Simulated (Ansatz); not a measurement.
# Lattice vibrations of TaN at Γ at 7 GPa

All numbers below come from Ansatz, DFT LDA, scalar-relativistic, plane waves, PAW. Plane waves to 420 eV; Γ-centred k mesh 18×18×14; Fermi-Dirac smearing of 0.15 eV. No spin polarisation. Phonons by linear response, acoustic sum rule imposed.

The cell, relaxed at 7 GPa:
```
Ta N
1.0
     2.88861    0.00000    0.00000
    -1.44431    2.50161    0.00000
     0.00000    0.00000    2.83630
Ta N
1 1
Cartesian
  0.0000 1.6677 1.4182
  0.0000 0.0000 0.0000
```

In a metal, frequencies and elastic constants depend on the k mesh and the smearing, soft modes and shear constants most. Spin–orbit coupling is left out, which matters for heavy elements. Other phases may be more stable at this pressure. A semilocal functional can close a gap that the real compound has.

Optical modes at Γ; i marks an imaginary frequency:
| frequency (meV) | degeneracy |
| --- | --- |
| 69.1 | 2 |
| 73.3 | 1 |

All 3 optical modes at Γ are real: no displacement of atoms at fixed cell lowers the energy to second order. Strains and modes at other wave vectors aren't tested by this run.

This form isn't the usual stable structure of the compound at low pressure.

Cost: 1 run of about 2.8 core-minutes, on AMD EPYC (Zen 3) (shared hosts).